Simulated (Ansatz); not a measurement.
Here is the system:

ScGe:
Space group Cmcm (No. 63); a = 3.9827 Å, b = 9.9999 Å, c = 3.7296 Å, α = 90.00°, β = 90.00°, γ = 90.00°

```
atom  site  symmetry       x       y       z
----  ----  --------  ------  ------  ------
Sc      4c       m2m  0.0000  0.1365  0.7500
Ge      4c       m2m  0.0000  0.5897  0.2500
```
(The calculation used a cell of 4 atoms; values per cell refer to that cell.)

This is the PBEsol-relaxed structure.

Task: All from PBEsol (plane waves, PAW; program Ansatz), unless another level is named. Give the electronic character.

Result: metallic (no gap).

Task: Give the density of states at the Fermi level.

Result: 0.50 states/eV per atom (mean over ±0.08 eV).

Task: Next, the formation energy from the elements (no fitted shifts)?

Result: -0.91 eV/atom.

The first step of the workflow began from a Materials Project structure, measured or hypothetical; the Crystallography Open Database copy checked does not list it. Whether it is the stable phase at ambient conditions was not checked. The PBEsol relaxation kept the symmetry of its start; of distortions, only those at the zone centre were tested. The run is not spin-polarised. The references are the lowest solids computed at this level, not always the standard phases. Scalar-relativistic: spin–orbit coupling is off unless named, which matters more the heavier the elements.

Potentials: the later of the program's two PAW sets.
